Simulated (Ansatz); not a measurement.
The start is a relaxed GaSb cell, doubled along one cell vector, shaken by Gaussian noise of σ = 0.08 Å a coordinate. The structure is fully relaxed (lattice and positions, P = 0) with PBE (plane waves to 420 eV, PAW, scalar-relativistic; Ansatz, an electronic-structure program). The first steps use a coarse 9×9×5 k-mesh.

Input geometry:
```
GaSb
1.0
    0.00000     3.10719     3.10719
    3.10719     0.00000     3.10719
    6.21437     6.21437     0.00000
Sb Ga
2 2
Cartesian
  4.70960   4.81382   4.75399
  7.64953   7.78327   4.71077
  0.01546   0.09448  -0.00748
  3.12993   3.11287   0.04300
```

Question: Is the parent structure recovered?

Answer: The parent structure is recovered, F-43m (No. 216).

Question: How do the shortest distances between atoms change?

Answer: The closest pairs of elements (up to four, under 3.6 Å), start → end: Ga–Sb 2.56 → 2.69 Å.

Question: Is the relaxed structure metallic? Give its gap.

Answer: Zero, with touching bands (no spin-orbit coupling).

Relaxed structure:

Space group F-43m (No. 216); a = b = c = 6.214 Å, α = β = γ = 90.00°

| atom | site | symmetry | x | y | z |
|---|---|---|---|---|---|
| Sb | 4d | -43m | 0.7500 | 0.7500 | 0.7500 |
| Ga | 4b | -43m | 0.5000 | 0.5000 | 0.5000 |
(The calculation used a cell of 2 atoms; values per cell refer to that cell.)

Final values are on a 13×13×13 k-mesh of the relaxed cell. No spin polarisation in the result. Without spin-orbit coupling the bands of the heavy element are not split, so the gap can be far off.
